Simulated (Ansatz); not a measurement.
Consider the following.

Nb2AlB2:
```
Nb2AlB2
1.0
    3.09662     0.00000     0.00000
   -1.54831     2.68175     0.00000
    0.00000     0.00000     7.53428
Nb Al B
2 1 2
Direct
  0.33333   0.66667   0.70679
  0.33333   0.66667   0.29321
  0.00000   0.00000   0.00000
  0.00000   0.00000   0.50000
  0.66667   0.33333   0.50000
```

This is the PBEsol-relaxed structure.

Problem. All from the program Ansatz at the PBEsol level (PAW), unless another level is named. Give the electronic character.

Solution. metallic (no gap).

Problem. Predict the formation energy from the elements (no fitted shifts).

Solution. -670 meV/atom.

Problem. Give the density of states at the Fermi level.

Solution. 0.35 states/eV per atom (mean over ±0.08 eV).

Problem. And the gap with spin–orbit coupling?

Solution. none (metallic).

Space group P-6m2. The start of the workflow was typed in or built on a structure type; neither database checked (COD, Materials Project) lists it. Whether it is the stable phase at ambient conditions was not checked. The cell was relaxed with PBEsol under the symmetry of its start; whether a distortion lowers the energy is not shown. The run is not spin-polarised. The references are the lowest solids computed at this level, not always the standard phases. Spin–orbit coupling is left out wherever it is not named.

Potentials: the earlier of the program's two PAW sets. The files were generated under PBE; for other functionals the program regenerates the frozen cores, and for LDA and PBEsol the local potential too.
